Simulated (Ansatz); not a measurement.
The start is a generated cell, Cr placed in the AFLOW prototype A_oC8_64_f (A14, as in I). The cell and all atomic positions are relaxed at zero pressure with r2SCAN (plane waves to 500 eV, PAW, scalar-relativistic; Ansatz, a quantum-chemistry and plane-wave program). The first steps use a coarse 12×12×5 k-mesh.

Initial structure:
```
CELL_PARAMETERS angstrom
      2.36697    -1.54936     0.00000
      2.36697     1.54936     0.00000
      0.00000     0.00000     6.51376
ATOMIC_POSITIONS crystal
  Cr 0.84515 0.15485 0.11750
  Cr 0.15485 0.84515 0.88250
  Cr 0.34515 0.65485 0.38250
  Cr 0.65485 0.34515 0.61750
```
Spin-polarised start, with parallel moments on Cr.

```yaml
outcome: The space group goes from Cmce (No. 64) to Im-3m (No. 229); the end is bcc (W type), with 1 atom in the primitive cell
energy_released: 0.87 eV/atom
volume_change: -5.0 %, from 11.94 to 11.34 Å³/atom
Shortest distances (start → end): "The closest pairs of elements (up to four, under 3.6 Å), start → end: Cr–Cr 1.81 → 2.45 Å"
band_gap_at_the_end: no gap (metallic)
moments_at_the_end: zero (the starting moments vanished)
optimiser_moves: 14
```

The end point of the relaxation:

Space group Im-3m (No. 229); a = b = c = 2.831 Å, α = β = γ = 90.00°

```
atom  site  symmetry       x       y       z
----  ----  --------  ------  ------  ------
Cr      2a      m-3m  0.0000  0.0000  0.0000
```
(The calculation used a cell of 1 atom; values per cell refer to that cell.)

Final values are on a 23×23×23 k-mesh of the relaxed cell. The start holds a very short contact (Cr–Cr 1.81 Å). No spin polarisation in the result: the starting moments vanished. A magnetic state may lie lower.

The run could not lose the symmetry of its start; a randomly shaken copy of 2 atoms returns to this structure.
